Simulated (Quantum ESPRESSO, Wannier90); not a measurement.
CsBr (CsCl type), plane waves to Wannier functions

Structure: Materials Project mp-22906, symmetrised, not relaxed again. COD (Crystallography Open Database) has an entry of this formula and space group (matched by these alone). Computed values, not measurements, from PBEsol: Quantum ESPRESSO (norm-conserving PseudoDojo potentials, cutoff 40 Ry, spinors with spin-orbit coupling) on a Γ-centred 6×6×6 mesh, then Wannier90. Density: 8×8×8 mesh, cold smearing 0.01 Ry.

On the energy scale of pw.x, whose zero is arbitrary, the valence-band maximum lies at 2.96 eV.

Input w.win:

```
num_bands = 2
num_wann = 2
exclude_bands = 3-30
spinors = true
num_iter = 1000
conv_tol = 1.0e-6
conv_window = 4
write_hr = true
write_u_matrices = true
auto_projections = true
begin unit_cell_cart
ang
    4.3256200000    0.0000000000    0.0000000000
    0.0000000000    4.3256200000    0.0000000000
    0.0000000000    0.0000000000    4.3256200000
end unit_cell_cart
begin atoms_frac
Cs   0.0000000000  0.0000000000  0.0000000000
Br   0.5000000000  0.5000000000  0.5000000000
end atoms_frac
mp_grid = 6 6 6
begin kpoints
0.0000000000 0.0000000000 0.0000000000
0.0000000000 0.0000000000 0.1666666667
0.0000000000 0.0000000000 0.3333333333
... (213 more lines: the 6x6x6 mesh through Gamma)
end kpoints
```

Input of pw2wannier90.x that gives the overlap and projection files (equivalent; here they were cut from one run over all bands):

```
&inputpp
  outdir = './out'
  prefix = 'pwscf'
  seedname = 'w'
  write_amn = .true.
  write_mmn = .true.
  atom_proj = .true.
  atom_proj_exclude = 3 4 5 6 7 8 9 10 11 12 13 14 15 16 17 18
/
```

Output w.wout (banner and timings cut):

```
                                    ------
                                    SYSTEM
                                    ------

                              Lattice Vectors (Ang)
                    a_1     4.325620   0.000000   0.000000
                    a_2     0.000000   4.325620   0.000000
                    a_3     0.000000   0.000000   4.325620

                   Unit Cell Volume:      80.93663  (Ang^3)

                        Reciprocal-Space Vectors (Ang^-1)
                    b_1     1.452551   0.000000   0.000000
                    b_2     0.000000   1.452551   0.000000
                    b_3     0.000000   0.000000   1.452551

 *----------------------------------------------------------------------------*
 |   Site       Fractional Coordinate          Cartesian Coordinate (Ang)     |
 +----------------------------------------------------------------------------+
 | cs   1   0.00000   0.00000   0.00000   |    0.00000   0.00000   0.00000    |
 | br   1   0.50000   0.50000   0.50000   |    2.16281   2.16281   2.16281    |
 *----------------------------------------------------------------------------*
                                ------------
                                K-POINT GRID
                                ------------

             Grid size =  6 x  6 x  6      Total points =  216

 *---------------------------------- MAIN ------------------------------------*
 |  Number of Wannier Functions               :                 2             |
 |  Number of Objective Wannier Functions     :                 2             |
 |  Number of input Bloch states              :                 2             |
 |  Output verbosity (1=low, 5=high)          :                 1             |
 |  Timing Level (1=low, 5=high)              :                 1             |
 |  Optimisation (0=memory, 3=speed)          :                 3             |
 |  Length Unit                               :               Ang             |
 |  Post-processing setup (write *.nnkp)      :                 F             |
 |  Using Gamma-only branch of algorithms     :                 F             |
 *----------------------------------------------------------------------------*
 *------------------------------- WANNIERISE ---------------------------------*
 |  Total number of iterations                :              1000             |
 |  Number of CG steps before reset           :                 5             |
 |  Trial step length for line search         :             2.000             |
 |  Convergence tolerence                     :         0.100E-05             |
 |  Convergence window                        :                 4             |
 |  Iterations between writing output         :                 1             |
 |  Iterations between backing up to disk     :               100             |
 |  Write r^2_nm to file                      :                 F             |
 |  Write xyz WF centres to file              :                 F             |
 |  Write on-site energies <0n|H|0n> to file  :                 F             |
 |  Use guiding centre to control phases      :                 F             |
 |  Use phases for initial projections        :                 F             |
 *----------------------------------------------------------------------------*
 *-------------------------------- PLOTTING ----------------------------------*
 |  Plotting Hamiltonian in WF basis          :                 T             |
 *----------------------------------------------------------------------------*

       ... (k-mesh section left out)

 Starting a new Wannier90 calculation ...

 Reading overlaps from w.mmn

 Reading projections from w.amn

 *------------------------------- WANNIERISE ---------------------------------*
 +--------------------------------------------------------------------+<-- CONV
 | Iter  Delta Spread     RMS Gradient      Spread (Ang^2)            |<-- CONV
 +--------------------------------------------------------------------+<-- CONV

 ------------------------------------------------------------------------------
 Initial State
  WF centre and spread    1  (  0.000000,  0.000000, -0.000000 )     0.95846333
  WF centre and spread    2  ( -0.000000, -0.000000, -0.000000 )     0.95846333
  Sum of centres and spreads ( -0.000000,  0.000000, -0.000000 )     1.91692666

      0     0.192E+01     0.0000000000        1.9169266554  <-- CONV
        O_D=      0.0000000 O_OD=      0.0000000 O_TOT=      1.9169267 <-- SPRD
 ------------------------------------------------------------------------------
      1     0.000E+00     0.0000000597        1.9169266554  <-- CONV
        O_D=      0.0000000 O_OD=      0.0000000 O_TOT=      1.9169267 <-- SPRD
      2    -0.222E-15     0.0000000594        1.9169266554  <-- CONV
        O_D=      0.0000000 O_OD=      0.0000000 O_TOT=      1.9169267 <-- SPRD
      3     0.000E+00     0.0000000586        1.9169266554  <-- CONV
        O_D=      0.0000000 O_OD=      0.0000000 O_TOT=      1.9169267 <-- SPRD
      4     0.000E+00     0.0000000575        1.9169266554  <-- CONV
        O_D=      0.0000000 O_OD=      0.0000000 O_TOT=      1.9169267 <-- SPRD
             <<<     Delta < 1.000E-06  over  4 iterations     >>>
             <<< Wannierisation convergence criteria satisfied >>>
 Final State
  WF centre and spread    1  (  0.000000,  0.000000, -0.000000 )     0.95846333
  WF centre and spread    2  ( -0.000000, -0.000000, -0.000000 )     0.95846333
  Sum of centres and spreads ( -0.000000,  0.000000, -0.000000 )     1.91692666

         Spreads (Ang^2)       Omega I      =     1.916926596
        ================       Omega D      =     0.000000020
                               Omega OD     =     0.000000039
    Final Spread (Ang^2)       Omega Total  =     1.916926655
```
